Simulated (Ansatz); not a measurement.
**Calculated ¹³⁹La nuclear quadrupole resonance for La₅Tl₃**

Cell: a Materials Project structure (computed, not necessarily an observed phase), taken as it stands.

```cif
data_La5Tl3
_symmetry_space_group_name_H-M 'I4/mcm'
_symmetry_Int_Tables_number 140
_cell_length_a 12.8771
_cell_length_b 12.8771
_cell_length_c 6.3929
_cell_angle_alpha 90.000
_cell_angle_beta 90.000
_cell_angle_gamma 90.000
loop_
_atom_site_label
_atom_site_type_symbol
_atom_site_symmetry_multiplicity
_atom_site_Wyckoff_symbol
_atom_site_fract_x
_atom_site_fract_y
_atom_site_fract_z
La1 La 16 k 0.2212 0.0826 0.5000
La9 La 4 b 0.0000 0.5000 0.7500
Tl11 Tl 8 h 0.6634 0.1634 0.5000
Tl15 Tl 4 a 0.0000 0.0000 0.2500
```

One atom of each set is listed; the run and its k-mesh use a cell of 16 atoms with edges of 9.65, 9.65, 9.65 Å.

All values are calculated (Ansatz; DFT, r2SCAN, plane waves and PAW, scalar-relativistic, 500 eV cutoff, Γ-centred 6×6×6 k-points, Fermi–Dirac smearing 0.05 eV), not measured.

¹³⁹La: I = 7/2, Q = 206.0 mb (year-2017 value). Static lattice, zero field.

(1) Predict the zero-field ¹³⁹La lines of each site.

Results:

(1) For I = 7/2 and η = 0 the lines are |C_Q|/14 times 1, 2 and 3; η shifts the lowest up most. At large η the states mix, and weaker lines appear at sums of the main ones; lines under 5 % of the strongest are left out.

```csv
site,atoms,V_zz (10²¹ V/m²),C_Q (MHz),η,line frequencies (MHz)
La1,8,-9.34,-46.5,0.54,"5.80, 6.11, 9.66, 11.9"
La9,2,27.9,139,0.00,"9.94, 19.9, 29.8"
```

An axis of threefold or higher order runs through La9, so V_zz lies along it and η is zero.

The run finds no gap above 0.1 eV (a metal, or nearly one), so the gradients can move by 10 % or more with the k-mesh. Without spin–orbit coupling the gradients at and beside Tl can be off by some per cent, at some sites by more.
